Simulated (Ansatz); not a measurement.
Input for Ansatz (plane-wave DFT, PAW):

```yaml
crystal:
  lattice:
    - [6.1, 0.0, 0.0]
    - [0.0, 3.669, 0.0]
    - [0.0, 0.0, 6.2]
  atoms:
    - { symbol: Zr, position: [0.0, 0.5, 0.5] }
    - { symbol: Ti, position: [0.0, 0.0, 0.0] }
    - { symbol: Se, position: [0.25, 0.0, 0.33] }
    - { symbol: Se, position: [0.75, 0.0, 0.67] }
    - { symbol: Se, position: [0.25, 0.5, 0.83] }
    - { symbol: Se, position: [0.75, 0.5, 0.17] }
basis:
  ecutwfc: 420
kpoints:
  mp_grid: { grid: [4, 6, 4] }
hamiltonian:
  xc: pbesol
scf:
  occupations: { method: gaussian, width: 0.1 }
output:
  forces: true
  stress: true
  eigenvalues: true
relax:
  adjacent_minimum: "off"
  f_tol: 0.05
  max_steps: 80
  cell: { stress_tol: 0.5 }
```

Command:
```bash
ansatz run input.yaml --threads 1 --pin off --max-ram 2560MiB --backend cpu --events-out ev --progress --plain --runs-dir out
```

Theory: Ansatz 0.2.0, DFT PBEsol, scalar-relativistic, plane waves, PAW.

Abridged output (iterations and final results):

```
SCF iter   1: F=—  HF=-28306.489051 eV  |F-HF|=—  |Δ(HF+E_count)|=         —  Δρ=3.22e-3  dr2=1.35e-2  ethr=1.77e-3  ⟨swp⟩=5.8  Hψ=8272  notcnv=0
SCF iter   2: F=—  HF=-28306.488871 eV  |F-HF|=—  |Δ(HF+E_count)|=   1.80e-4  Δρ=2.24e-3  dr2=9.14e-3  ethr=1.53e-5  ⟨swp⟩=2.0  Hψ=4516  notcnv=0  defer=7
SCF iter   3: F=—  HF=-28306.486134 eV  |F-HF|=—  |Δ(HF+E_count)|=   2.74e-3  Δρ=4.14e-4  dr2=5.40e-4  ethr=1.04e-5  ⟨swp⟩=2.0  Hψ=4109  notcnv=0  defer=7
SCF iter   4: F=—  HF=-28306.486084 eV  |F-HF|=—  |Δ(HF+E_count)|=   5.09e-5  Δρ=1.49e-4  dr2=1.05e-4  ethr=6.14e-7  ⟨swp⟩=2.0  Hψ=2560  notcnv=0  defer=7
SCF iter   5: F=—  HF=-28306.486062 eV  |F-HF|=—  |Δ(HF+E_count)|=   2.14e-5  Δρ=3.08e-5  dr2=1.76e-6  ethr=1.19e-7  ⟨swp⟩=2.0  Hψ=2546  notcnv=0  defer=7
SCF iter   6: F=—  HF=-28306.486033 eV  |F-HF|=—  |Δ(HF+E_count)|=   2.93e-5  Δρ=1.00e-5  dr2=1.96e-7  ethr=2.01e-9  ⟨swp⟩=2.9  Hψ=3887  notcnv=0  defer=7
SCF iter   7: F=-28306.486033 eV  HF=-28306.486033 eV  |F-HF|=5.89e-9  |Δ(HF+E_count)|=   1.38e-8  Δρ=3.00e-6  dr2=1.65e-8  ethr=1.14e-10  ⟨swp⟩=7.8  Hψ=8342  notcnv=0
SCF 1 converged in 7 iterations: F = -28306.486033 eV  dr2 = 1.65e-8
relax step   1: F+E_penalty+E_count = -28306.48603284 eV  Δ(F+E_penalty+E_count) = +0.000e0 eV  max|allowed force component| = 1.138e0 eV/Å  Δτ_max = 0.0000 Å  P = +1.979 GPa  Ω = 138.762 Å³  (7 SCF iters, dr2 threshold 1.00e-7 eV, accepted)
Crystal: 6 atoms, lattice volume = 136.709 Å³
Basis set: ecut = 420 eV, 2639 PW (Γ), exchange–correlation on 90×50×90 points (8 copies of the dense FFT grid, shifted against one another)
Initial density: handed on by an earlier stage of this run
Initial wavefunctions: those handed on with the density
SCF iter   1: F=—  HF=-28306.646198 eV  |F-HF|=—  |Δ(HF+E_count)|=         —  Δρ=1.70e-2  dr2=7.52e-1  ethr=8.47e-4  ⟨swp⟩=1.0  Hψ=9362  notcnv=0
SCF iter   2: F=—  HF=-28306.692932 eV  |F-HF|=—  |Δ(HF+E_count)|=   4.67e-2  Δρ=1.82e-2  dr2=1.11e0  ethr=8.47e-4  ⟨swp⟩=4.2  Hψ=4474  notcnv=0
SCF iter   3: F=—  HF=-28306.528467 eV  |F-HF|=—  |Δ(HF+E_count)|=   1.64e-1  Δρ=1.94e-3  dr2=7.05e-3  ethr=8.47e-4  ⟨swp⟩=2.4  Hψ=3018  notcnv=0  defer=50
SCF iter   4: F=—  HF=-28306.527670 eV  |F-HF|=—  |Δ(HF+E_count)|=   7.97e-4  Δρ=7.76e-4  dr2=1.88e-3  ethr=8.01e-6  ⟨swp⟩=2.0  Hψ=3385  notcnv=0  defer=50
SCF iter   5: F=—  HF=-28306.527503 eV  |F-HF|=—  |Δ(HF+E_count)|=   1.68e-4  Δρ=2.16e-4  dr2=5.78e-5  ethr=2.14e-6  ⟨swp⟩=2.0  Hψ=2517  notcnv=0  defer=50
SCF iter   6: F=—  HF=-28306.527477 eV  |F-HF|=—  |Δ(HF+E_count)|=   2.58e-5  Δρ=6.68e-5  dr2=9.33e-6  ethr=6.57e-8  ⟨swp⟩=2.0  Hψ=3772  notcnv=0  defer=50
SCF iter   7: F=-28306.527476 eV  HF=-28306.527476 eV  |F-HF|=9.83e-8  |Δ(HF+E_count)|=   1.08e-6  Δρ=1.61e-5  dr2=2.06e-7  ethr=6.82e-10  ⟨swp⟩=7.0  Hψ=9398  notcnv=0
the search or the solves at the SCF's close seem to have found levels that the self-consistency loop had missed (the run counts 2). By its estimate they hold under 1e-12 electrons; where the run keeps them, the occupations were computed again with them
SCF 2 converged in 7 iterations: F = -28306.527476 eV  dr2 = 2.06e-7
relax step   2: F+E_penalty+E_count = -28306.52747560 eV  Δ(F+E_penalty+E_count) = -4.144e-2 eV  max|allowed force component| = 7.582e-1 eV/Å  Δτ_max = 0.1948 Å  P = -2.613 GPa  Ω = 136.709 Å³  energy of the carried Pulay correction = +2.434e-4 eV  (7 SCF iters, dr2 threshold 6.00e-7 eV, accepted)
Crystal: 6 atoms, lattice volume = 136.137 Å³
Basis set: ecut = 420 eV, 2637 PW (Γ), exchange–correlation on 90×50×90 points (8 copies of the dense FFT grid, shifted against one another)
SCF iter   1: F=—  HF=-28306.720620 eV  |F-HF|=—  |Δ(HF+E_count)|=         —  Δρ=6.06e-3  dr2=7.22e-2  ethr=8.48e-5  ⟨swp⟩=1.0  Hψ=8417  notcnv=0
SCF iter   2: F=—  HF=-28306.718988 eV  |F-HF|=—  |Δ(HF+E_count)|=   1.63e-3  Δρ=5.39e-3  dr2=7.68e-2  ethr=8.20e-5  ⟨swp⟩=2.1  Hψ=3978  notcnv=0
SCF iter   3: F=—  HF=-28306.706041 eV  |F-HF|=—  |Δ(HF+E_count)|=   1.29e-2  Δρ=1.19e-3  dr2=4.39e-3  ethr=8.20e-5  ⟨swp⟩=2.0  Hψ=2942  notcnv=0
SCF iter   4: F=—  HF=-28306.705585 eV  |F-HF|=—  |Δ(HF+E_count)|=   4.56e-4  Δρ=2.34e-4  dr2=8.42e-5  ethr=4.99e-6  ⟨swp⟩=2.0  Hψ=2431  notcnv=0
SCF iter   5: F=—  HF=-28306.705553 eV  |F-HF|=—  |Δ(HF+E_count)|=   3.28e-5  Δρ=6.00e-5  dr2=6.64e-6  ethr=9.56e-8  ⟨swp⟩=2.9  Hψ=3981  notcnv=0
SCF iter   6: F=-28306.705552 eV  HF=-28306.705552 eV  |F-HF|=2.95e-7  |Δ(HF+E_count)|=   2.29e-7  Δρ=1.71e-5  dr2=4.63e-7  ethr=6.82e-10  ⟨swp⟩=3.1  Hψ=9267  notcnv=0
the search or the solves at the SCF's close seem to have found levels that the self-consistency loop had missed (the run counts 1). By its estimate they hold under 1e-12 electrons; where the run keeps them, the occupations were computed again with them
SCF 3 converged in 6 iterations: F = -28306.705552 eV  dr2 = 4.63e-7
relax step   3: F+E_penalty+E_count = -28306.70555201 eV  Δ(F+E_penalty+E_count) = -1.781e-1 eV  max|allowed force component| = 7.682e-2 eV/Å  Δτ_max = 0.0783 Å  P = -0.517 GPa  Ω = 136.137 Å³  energy of the carried Pulay correction = +3.119e-4 eV  (6 SCF iters, dr2 threshold 6.00e-7 eV, accepted)
Crystal: 6 atoms, lattice volume = 135.066 Å³
Basis set: ecut = 420 eV, 2615 PW (Γ), exchange–correlation on 90×50×90 points (8 copies of the dense FFT grid, shifted against one another)
SCF iter   1: F=—  HF=-28306.709466 eV  |F-HF|=—  |Δ(HF+E_count)|=         —  Δρ=1.55e-3  dr2=1.12e-2  ethr=1.28e-5  ⟨swp⟩=1.0  Hψ=7198  notcnv=0
SCF iter   2: F=—  HF=-28306.711409 eV  |F-HF|=—  |Δ(HF+E_count)|=   1.94e-3  Δρ=2.35e-3  dr2=2.56e-2  ethr=1.27e-5  ⟨swp⟩=2.0  Hψ=2918  notcnv=0  recentre
SCF iter   3: F=—  HF=-28306.707860 eV  |F-HF|=—  |Δ(HF+E_count)|=   3.55e-3  Δρ=2.36e-4  dr2=2.09e-4  ethr=1.27e-5  ⟨swp⟩=2.0  Hψ=2604  notcnv=0
SCF iter   4: F=—  HF=-28306.707807 eV  |F-HF|=—  |Δ(HF+E_count)|=   5.28e-5  Δρ=3.98e-5  dr2=1.93e-6  ethr=2.37e-7  ⟨swp⟩=2.0  Hψ=2621  notcnv=0
SCF iter   5: F=-28306.707807 eV  HF=-28306.707807 eV  |F-HF|=2.78e-7  |Δ(HF+E_count)|=   2.09e-7  Δρ=1.36e-5  dr2=3.55e-7  ethr=6.82e-10  ⟨swp⟩=6.0  Hψ=9020  notcnv=0
SCF 4 converged in 5 iterations: F = -28306.707807 eV  dr2 = 3.55e-7
relax step   4: F+E_penalty+E_count = -28306.70780672 eV  Δ(F+E_penalty+E_count) = -2.255e-3 eV  max|allowed force component| = 2.681e-2 eV/Å  Δτ_max = 0.0096 Å  P = +0.060 GPa  Ω = 135.066 Å³  energy of the carried Pulay correction = +4.409e-4 eV  (5 SCF iters, dr2 threshold 6.00e-7 eV, accepted)
Initial wavefunctions: pseudopotential atomic-orbital guess (no wavefunctions were taken with the density)
SCF iter   1: F=—  HF=-28306.707432 eV  |F-HF|=—  |Δ(HF+E_count)|=         —  Δρ=2.73e-5  dr2=5.07e-7  ethr=3.21e-8  ⟨swp⟩=3.2  Hψ=13340  notcnv=0
SCF iter   2: F=—  HF=-28306.707402 eV  |F-HF|=—  |Δ(HF+E_count)|=   2.98e-5  Δρ=1.16e-5  dr2=3.08e-7  ethr=5.76e-10  ⟨swp⟩=2.0  Hψ=3866  notcnv=0
SCF iter   3: F=—  HF=-28306.707402 eV  |F-HF|=—  |Δ(HF+E_count)|=   7.95e-8  Δρ=4.21e-6  dr2=5.65e-8  ethr=3.50e-10  ⟨swp⟩=2.0  Hψ=3805  notcnv=0
SCF iter   4: F=-28306.707402 eV  HF=-28306.707402 eV  |F-HF|=2.13e-9  |Δ(HF+E_count)|=   6.82e-9  Δρ=1.07e-6  dr2=1.80e-9  ethr=6.82e-12  ⟨swp⟩=3.2  Hψ=7455  notcnv=0
SCF 5 converged in 4 iterations: F = -28306.707402 eV  dr2 = 1.80e-9
SCF converged after 4 iterations
Free energy (F): -28306.707402 eV
Harris-Foulkes:  -28306.707402 eV  (|F-HF|=2.13e-9)
Internal energy: -28306.698891 eV  (E = F + TS)
E sigma→0 (E₀):  -28306.703146 eV
Entropy (-TS):   -0.008511 eV (-1.419 meV/atom)
Fermi energy:    9.882220 eV
--- Per-component energies (eV) ---
  E_band       = -1769.021137
  E_kinetic    = 1081.512321
  E_local      = -11302.447872  (includes V_loc(G=0)·N_el)
  E_nonlocal   = -2283.217816
  E_hartree    = 5410.038166
  E_xc         = -673.151575
  E_vxc        = -707.675758  (∫ρ·V_xc dr)
  E_paw        = -11391.773718  (= ΣΔE_a)
  E_vpaw       = 622.735940  (= ΣTr[D̂ρ^β])
  E_aug_tail   = -0.002257  (compensation charges beyond the density's cutoff)
  E_ewald      = -9151.995045
  E_core_change = 4.338906  (= ΣΔE_core)
  E_smearing   = -0.008511  (= −TS)
--- Forces (eV/Å), atoms counted from 1 ---
  atom   1  Zr     0.00000000     0.00000000     0.00000000
  atom   2  Ti     0.00000000     0.00000000     0.00000000
  atom   3  Se     0.00365251     0.00000000     0.00503034
  atom   4  Se    -0.00365251     0.00000000    -0.00503034
  atom   5  Se    -0.00484268     0.00000000     0.02679207
  atom   6  Se     0.00484268     0.00000000    -0.02679207
--- Stress (GPa, compression-positive) ---
        0.028357       0.000000       0.072054
        0.000000       0.021759       0.000000
        0.072054       0.000000       0.126113
  P = ⅓ Tr σ = 0.0587 GPa (0.587 kbar)
--- Band table (eV; the first three rows and the last of 40) ---
  k-point 0: bands = ["-47.5160", "-39.2684", "-37.4321", "-37.4316", "-37.4270", "-37.4268", "-37.4218", "-37.4213", "-37.4190", "-37.4188", "-37.4158", "-37.4157", "-37.4128", "-37.4112", "-37.4044", "-37.4043", "-37.4037", "-37.4037", "-37.3979", "-37.3977", "-37.3926", "-37.3924", "-23.8725", "-23.8620", "-23.8461", "-17.4094", "-17.3681", "-17.2633", "-3.9972", "-2.5550", "-2.5244", "-2.3963", "4.4711", "4.7181", "6.3257", "6.9507", "7.2176", "7.4237", "7.4382", "7.4480", "8.4067", "9.9397", "9.9523", "10.1499", "10.1781", "10.5010", "10.5407", "10.6964", "11.9459", "12.4134", "13.0893", "13.4999", "14.4994"]
  k-point 1: bands = ["-47.5160", "-39.2684", "-37.4321", "-37.4316", "-37.4271", "-37.4267", "-37.4221", "-37.4210", "-37.4189", "-37.4188", "-37.4158", "-37.4157", "-37.4126", "-37.4113", "-37.4044", "-37.4043", "-37.4037", "-37.4036", "-37.3979", "-37.3977", "-37.3926", "-37.3924", "-23.8722", "-23.8619", "-23.8461", "-17.4107", "-17.3682", "-17.2634", "-3.8303", "-2.8350", "-2.5500", "-2.3376", "4.7085", "5.2714", "6.1586", "6.4092", "7.1746", "7.4648", "7.5144", "7.9434", "8.4794", "8.7868", "9.4607", "9.8249", "10.0293", "10.6051", "10.9453", "10.9810", "12.0506", "12.3543", "12.9162", "13.3193", "14.4199"]
  k-point 2: bands = ["-47.5160", "-39.2684", "-37.4321", "-37.4316", "-37.4271", "-37.4267", "-37.4223", "-37.4209", "-37.4189", "-37.4188", "-37.4158", "-37.4156", "-37.4123", "-37.4116", "-37.4044", "-37.4043", "-37.4037", "-37.4036", "-37.3979", "-37.3977", "-37.3926", "-37.3924", "-23.8720", "-23.8619", "-23.8461", "-17.4120", "-17.3682", "-17.2634", "-3.4659", "-3.2796", "-2.5871", "-2.2956", "5.2945", "5.4256", "6.1493", "6.6207", "7.0241", "7.0819", "7.5081", "7.5866", "8.7808", "8.8182", "9.0145", "9.0588", "10.1293", "10.4596", "11.1043", "11.1330", "12.1800", "12.2149", "13.0109", "13.1442", "14.3996"]
  k-point 39: bands = ["-47.5131", "-39.2580", "-37.4323", "-37.4313", "-37.4258", "-37.4254", "-37.4224", "-37.4210", "-37.4193", "-37.4191", "-37.4158", "-37.4155", "-37.4125", "-37.4122", "-37.4047", "-37.4036", "-37.4036", "-37.4032", "-37.3982", "-37.3956", "-37.3916", "-37.3914", "-23.9160", "-23.8649", "-23.8382", "-17.4787", "-17.3811", "-17.3301", "-2.7514", "-2.6504", "-2.2922", "-2.2088", "4.5781", "4.6926", "5.4406", "5.5104", "6.8748", "7.0561", "7.2840", "7.3074", "8.5931", "8.6609", "8.9856", "9.0843", "9.6382", "9.7546", "11.1931", "11.9318", "12.1495", "12.9819", "13.1935", "13.3878", "14.5792"]
--- Relaxed structure (4 steps of the walk, 4 accepted, 1 SCFs on fresh bases) ---
  F+E_penalty+E_count = -28306.70740181 eV   max|allowed force component| = 2.679e-2 eV/Å   (the final SCF, on the basis selected at the relaxed cell)
  cell:  # Å, volume = 135.0655 Å³
    - [6.04517042, 0.0, 0.00813114]
    - [0.0, 3.59914396, 0.0]
    - [0.00826443, 0.0, 6.20779817]
  atoms:
    - { symbol: Zr, position: [0.0, 0.5, 0.5] }
    - { symbol: Ti, position: [0.0, 0.0, 0.0] }
    - { symbol: Se, position: [0.26554543, 0.0, 0.31975589] }
    - { symbol: Se, position: [0.73445456, 0.0, 0.68024410] }
    - { symbol: Se, position: [0.25647484, 0.5, 0.84473592] }
    - { symbol: Se, position: [0.74352515, 0.5, 0.15526407] }
```

The relaxation met its thresholds.

It took 84 s on 1 thread of Arm Neoverse V2, on a shared host, peak memory 0.56 GiB.

The k mesh is coarse. The cell holds layers, and where no dispersion correction was added their binding is poorly described.